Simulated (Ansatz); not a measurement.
Put LuSb5 in P6/mmm (No. 191): Lu on 1b; Sb on 3f and 2d.

Computed with DFT PBE, scalar-relativistic, plane waves, PAW in Ansatz. Cutoff 420 eV, Γ-centred mesh, Gaussian smearing, no spin polarisation.

The zero of energy is the elements' standard structures at the same level; no fitted shifts are applied.

Question: Predict the relaxed structure.

Answer:

Space group P6/mmm (No. 191). a = 6.039 Å, b = 6.039 Å, c = 5.721 Å, α = 90.00°, β = 90.00°, γ = 120.00°
| atom | site | symmetry | x | y | z |
| --- | --- | --- | --- | --- | --- |
| Lu | 1b | 6/mmm | 0.0000 | 0.0000 | 0.5000 |
| Sb | 3f | mmm | 0.5000 | 0.0000 | 0.0000 |
| Sb | 2d | -6m2 | 0.3333 | 0.6667 | 0.5000 |

It has the CaCu5 type. Around Lu lie 6 Sb at 3.49 Å and 12 Sb at 4.16 Å; Sb on a site of symmetry mmm has 4 Sb at 3.02 Å and 4 Sb at 3.35 Å; around Sb on a site of symmetry -6m2 lie 9 Sb at 3.35–3.49 Å and 3 Lu at 3.49 Å. Another local minimum with the same sites may exist.

Question: Where does its energy lie, and is it a metal?

Answer: The formation energy is +0.21 eV/atom and the gap on the 6×6×8 mesh of the 6-atom cell is 0 eV (a metal). A positive value: parting into the elements would lower its energy.

The last run used Gaussian smearing of 0.10 eV. Spin–orbit coupling, which can matter for Sb, is left out. Symmetry constrained the relaxation, so the result can be a saddle point.
